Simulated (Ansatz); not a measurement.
An Ansatz (a quantum-chemistry and plane-wave program) run. Input:

Ansatz 0.2 input:
```yaml
crystal:
  lattice:
    - [2.6756702347, 0.0, 0.0]
    - [0.0, 2.6756702347, 0.0]
    - [0.0, 0.0, 5.4665360604]
  atoms:
    - { symbol: Ga, position: [0.0, 0.0, 0.5] }
    - { symbol: As, position: [0.0, 0.0, 0.0] }
kpoints:
  mp_grid: { grid: [27, 27, 13] }
hamiltonian:
  xc: r2scan
  pseudopotentials: { azcp: { folder: ./paw }, kind: paw }
scf:
  occupations: { method: fermi_dirac, width: 0.1 }
elastic: { mode: relaxed_ion, stencil: two_point, amplitude: 0.005, f_tol: 0.0005 }
```

Output (shortened):

```
Pseudopotentials: kind: paw
Pseudopotential: Ga, paw, valence charge 13
Pseudopotential: As, paw, valence charge 15
Functional definition: r2SCAN
Crystal: 2 atoms, lattice volume = 39.136 Å³
Basis set: ecut = 500 eV, 959 PW (Γ), exchange–correlation on 80×80×180 points (64 copies of the dense FFT grid, shifted against one another)
Bands: 18, of which v1, the nominal top of the filled ones, is band 14 counted from 1 (13 counted from 0)
Symmetry: 16 space group operations
Space group: P4/mmm (ITA 123), of the structure as read, at distance tolerance 3.4e-5 Å
k-points: 735 of 9477
PAW frozen core: Ga, regenerated for the run's functional
PAW frozen core: As, regenerated for the run's functional
Initial density: superposition of atomic densities (chi_scale 0.1, normalization cell, long waves kept (reshape's long-wave potential 0.09 eV rms))
Initial wavefunctions: pseudopotential atomic-orbital guess
Eigensolver: davidson
Functional: x = r2scan, c = r2scan; τ floored in thin density (d = 2e-4 eV/Å³)
all-band conjugate gradients solve this SCF's bands
SCF 1 converged in 12 iterations: F = -8654.656750 eV  dr2 = 3.85e-14
Crystal: 2 atoms, lattice volume = 39.136 Å³
Initial density: handed on by an earlier stage of this run
Initial wavefunctions: those handed on with the density
SCF 2 converged in 2 iterations: F = -8654.656750 eV  dr2 = 1.33e-14
density extrapolation: transplant  |δρ|_rms = 3.331e-2 e/Å³  SAD shift = 1.203e-2 e/Å³
Crystal: 2 atoms, lattice volume = 38.940 Å³
Symmetry: 8 space group operations
k-points: 1372 of 9477
SCF 3 converged in 10 iterations: F = -8654.655646 eV  dr2 = 5.99e-15
density extrapolation: first-order (α = -2.000)  |δρ|_rms = 3.331e-2 e/Å³  SAD shift = 1.193e-2 e/Å³
Crystal: 2 atoms, lattice volume = 39.332 Å³
Basis set: ecut = 500 eV, 975 PW (Γ), exchange–correlation on 80×80×180 points (64 copies of the dense FFT grid, shifted against one another)
SCF 4 converged in 7 iterations: F = -8654.656779 eV  dr2 = 6.17e-14
density extrapolation: transplant  |δρ|_rms = 3.331e-2 e/Å³  SAD shift = 1.201e-2 e/Å³
Crystal: 2 atoms, lattice volume = 38.940 Å³
SCF 5 converged in 10 iterations: F = -8654.658465 eV  dr2 = 4.51e-14
density extrapolation: first-order (α = -2.000)  |δρ|_rms = 3.331e-2 e/Å³  SAD shift = 1.192e-2 e/Å³
Crystal: 2 atoms, lattice volume = 39.332 Å³
Basis set: ecut = 500 eV, 977 PW (Γ), exchange–correlation on 80×80×180 points (64 copies of the dense FFT grid, shifted against one another)
SCF 6 converged in 8 iterations: F = -8654.654144 eV  dr2 = 1.02e-14
density extrapolation: transplant  |δρ|_rms = 3.331e-2 e/Å³  SAD shift = 6.827e-3 e/Å³
Crystal: 2 atoms, lattice volume = 39.136 Å³
Basis set: ecut = 500 eV, 967 PW (Γ), exchange–correlation on 80×80×180 points (64 copies of the dense FFT grid, shifted against one another)
Symmetry: 4 space group operations
k-points: 2464 of 9477
SCF 7 converged in 10 iterations: F = -8654.656679 eV  dr2 = 6.84e-15
density extrapolation: first-order (α = -2.000)  |δρ|_rms = 3.331e-2 e/Å³  SAD shift = 6.827e-3 e/Å³
Crystal: 2 atoms, lattice volume = 39.136 Å³
SCF 8 converged in 7 iterations: F = -8654.656679 eV  dr2 = 1.11e-14
density extrapolation: transplant  |δρ|_rms = 3.331e-2 e/Å³  SAD shift = 6.825e-3 e/Å³
Crystal: 2 atoms, lattice volume = 39.136 Å³
SCF 9 converged in 10 iterations: F = -8654.656723 eV  dr2 = 1.72e-15
density extrapolation: first-order (α = -2.000)  |δρ|_rms = 3.331e-2 e/Å³  SAD shift = 6.825e-3 e/Å³
Crystal: 2 atoms, lattice volume = 39.136 Å³
SCF 10 converged in 7 iterations: F = -8654.656723 eV  dr2 = 2.49e-15
SCF converged after 2 iterations
Free energy (F): -8654.656750 eV
Harris-Foulkes:  -8654.656750 eV  (|F-HF|=0.00e0)
Internal energy: -8654.630991 eV  (E = F + TS)
E sigma→0 (E₀):  -8654.643870 eV
Entropy (-TS):   -0.025759 eV (-12.879 meV/atom)
Fermi energy:    9.962734 eV
--- Per-component energies (eV) ---
  E_band       = -286.254858
  E_kinetic    = 207.259890
  E_local      = -3154.618412  (includes V_loc(G=0)·N_el)
  E_nonlocal   = -487.372997
  E_hartree    = 1906.629468
  E_xc         = -123.443662
  E_vxc        = -136.069242  (∫ρ·V_xc dr)
  E_paw        = -4025.993987  (= ΣΔE_a)
  E_vpaw       = -536.090943  (= ΣTr[D̂ρ^β])
  E_aug_tail   = 0.000058  (compensation charges beyond the density's cutoff)
  E_vtau       = 7.377852  (kinetic-family band-sum trace: ∫τ·v_τ [+ j·A + Jᵃ·Aᵃ] dr)
  E_ewald      = -2974.980890
  E_core_change = -2.110460  (= ΣΔE_core)
  E_smearing   = -0.025759  (= −TS)
  E_closure    = 0.000000  (closes the sum)
  Σ components = -8654.656750   (vs F -8654.656750, Δ=0.00e0)
--- Forces (eV/Å), atoms counted from 1 ---
  atom   1  Ga     0.00000000     0.00000000     0.00000000
  atom   2  As     0.00000000     0.00000000     0.00000000
  max |Σ_I F_I| component: 0.0 eV/Å
--- Stress (GPa, compression-positive) ---
        0.457197       0.000000       0.000000
        0.000000       0.457197       0.000000
        0.000000       0.000000      -1.776285
  P = ⅓ Tr σ = -0.2873 GPa (-2.873 kbar)
  The stress holds the Pulay correction. Without it, at fixed plane waves, as pw.x and ABINIT print it: P = -0.3307 GPa
  The stress includes an estimate of the error left by incomplete SCF convergence (largest component  0.0000 GPa …
--- Band table (eV; the first three rows and the last of 735) ---
  k-point 0: bands = ["-26.7957", "-26.6735", "-26.6676", "-26.6320", "-26.6320", "-5.7317", "-5.6503", "-5.2344", "-5.2344", "-5.1453", "-4.5942", "1.4247", "3.9727", "15.5993", "15.5993", "16.5562", "20.0849", "20.3692"]
  k-point 1: bands = ["-26.7957", "-26.6734", "-26.6676", "-26.6320", "-26.6320", "-5.7317", "-5.6453", "-5.2344", "-5.2344", "-5.1453", "-4.5881", "1.2568", "4.2197", "15.6076", "15.6076", "16.0680", "20.0954", "20.7926"]
  k-point 2: bands = ["-26.7957", "-26.6734", "-26.6676", "-26.6320", "-26.6320", "-5.7317", "-5.6314", "-5.2345", "-5.2345", "-5.1453", "-4.5705", "0.8863", "4.8289", "15.0077", "15.6308", "15.6308", "20.1254", "21.5532"]
  k-point 734: bands = ["-26.7398", "-26.6647", "-26.6647", "-26.6244", "-26.6106", "-5.5835", "-5.4217", "-5.4214", "-5.2593", "-4.9963", "2.8768", "6.5682", "6.6091", "8.4526", "10.4274", "10.4900", "14.1963", "15.7987"]
  band table: 18 of 18 bands, residual norms ≤ 1.0e-3 eV
--- Elastic constants: 4 strain directions × 2 members + reference (group order 16) ---
  dense FFT box of the reference and of every strained cell: 20×20×45
  strains applied: 11, 33, 23, 12; error gains …
  C = ∂σ_k/∂η_j (tension-positive GPa; Voigt order 11 22 33 23 13 12):
       176.042     35.829     18.436      0.000      0.000      0.000
        35.829    176.042     18.436      0.000      0.000      0.000
        16.207     16.207    145.839      0.000      0.000      0.000
         0.000      0.000      0.000     23.580      0.000      0.000
         0.000      0.000      0.000      0.000     23.580      0.000
         0.000      0.000      0.000      0.000      0.000      8.603
  reference stress σ⁰ (GPa):     -0.457     -0.457      1.776      0.000      0.000      0.000
  moduli (Voigt/Reuss/Hill, GPa): K = 70.99/69.77/70.38   G = 39.65/21.80/30.72   E = 80.46   ν = 0.309
  mechanically stable: yes (min eigenvalue of sym C = 8.60 GPa)
  strain η (Voigt 11):  stress-route row diagonal C_11 = 176.04 GPa, energy-path curvature d²(F+E_count+ΔE)/dδ²/Ω₀ = 176.06 GPa
         δ    σ_11 (GPa)             F (eV)   n_scf  n_hpsi   n_pw
    -5.000e-3      -1.3569       -8654.6556456      10  520644   1006   relax 0 steps, max|allowed force component| 0.0 eV/Å
     5.000e-3       0.4035       -8654.6567786       7  419440   1014   relax 0 steps, max|allowed force component| 0.0 eV/Å
  strain η (Voigt 33):  stress-route row diagonal C_33 = 145.84 GPa, energy-path curvature d²(F+E_count+ΔE)/dδ²/Ω₀ = 145.82 GPa
         δ    σ_33 (GPa)             F (eV)   n_scf  n_hpsi   n_pw
    -5.000e-3       1.0257       -8654.6584652      10  289250   1010   relax 0 steps, max|allowed force component| 0.0 eV/Å
     5.000e-3       2.4841       -8654.6541437       8  281389   1015   relax 0 steps, max|allowed force component| 0.0 eV/Å
  strain η (Voigt 23):  stress-route row diagonal C_44 = 23.58 GPa, energy-path curvature d²(F+E_count+ΔE)/dδ²/Ω₀ = 23.26 GPa
         δ    σ_23 (GPa)             F (eV)   n_scf  n_hpsi   n_pw
    -5.000e-3      -0.1179       -8654.6566789      10  954525   1012   relax 0 steps, max|allowed force component| 0.0 eV/Å
     5.000e-3       0.1179       -8654.6566789       7  731062   1012   relax 0 steps, max|allowed force component| 0.0 eV/Å
  strain η (Voigt 12):  stress-route row diagonal C_66 = 8.60 GPa, energy-path curvature d²(F+E_count+ΔE)/dδ²/Ω₀ = 8.84 GPa
         δ    σ_12 (GPa)             F (eV)   n_scf  n_hpsi   n_pw
    -5.000e-3      -0.0430       -8654.6567229      10  618208   1010   relax 0 steps, max|allowed force component| 0.0 eV/Å
     5.000e-3       0.0430       -8654.6567229       7  403629   1010   relax 0 steps, max|allowed force component| 0.0 eV/Å
```

Cost: roughly 9 core-minutes on shared cores.

The first step of the workflow began from a Materials Project structure, measured or hypothetical; the Crystallography Open Database copy checked does not list it. It is not the phase usual at ambient conditions (space group No. 216). The cell was relaxed with r²SCAN under the symmetry of its start; of distortions, only those at the zone centre were tested. As this level gives no gap, shear constants depend on the k-mesh and smearing (Fermi–Dirac, 0.1 eV here). On the denser mesh and wider smearing of the elastic run this cell carries a stress of 1.8 GPa. Scalar-relativistic: spin–orbit coupling is off unless named, which matters more the heavier the elements.

Potentials: the earlier of the program's two PAW sets.

Ansatz is a plane-wave DFT program.
